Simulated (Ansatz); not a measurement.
The elements of this relaxed trial crystal are hidden behind letters.

```
lattice vectors (Å)
   4.2022    0.0000    0.0000
  -2.1011    3.6392    0.0000
   0.0000    0.0000    6.0683
fractional positions
X 0.3333 0.6667 0.2195
X 0.6667 0.3333 0.7805
X 0.0000 0.0000 0.0000
Z 0.0000 0.0000 0.5000
```

Level of theory: Ansatz 0.2.0, DFT PBE, scalar-relativistic, plane waves, PAW. Cutoff 420 eV, Γ-centred 12×12×8 mesh (4-atom cell), Gaussian smearing of 0.10 eV, no spin polarisation.

```
Space group                                : P-3m1 (No. 164)
Conventional cell                          : a = 4.202 Å, c = 6.068 Å
Volume per atom                            : 23.20 Å³
Density                                    : 5.92 g/cm³
Energy over the elements                   : +0.05 eV/atom
Gap on the 12×12×8 mesh of the 4-atom cell : 0 eV (a metal)
```

Energies are uncorrected and count from the elements' standard states at the same level.

**Question.** X is a p-block element of period 4 and Z is a p-block element of period 5. Which elements are they?

**Answer.** X = Ga, Z = Sb, so the formula is Ga3Sb. Density times volume gives a mean mass of 5.92 × 23.20/1.6605 = 82.7 u per atom, and this set has 82.7 u. Among the elements that the hints allow, noble gases aside, only these give it. Ga on a site of symmetry 3m is surrounded by 3 Ga at 2.77 Å and 3 Sb at 2.96 Å; Ga on a site of symmetry -3m is surrounded by 6 Ga at 2.77 Å and 2 Sb at 3.03 Å; Sb has 8 Ga at 2.96–3.03 Å.

Spin–orbit coupling, which can matter for Sb, is left out. Symmetry constrained the relaxation, so the result can be a saddle point.
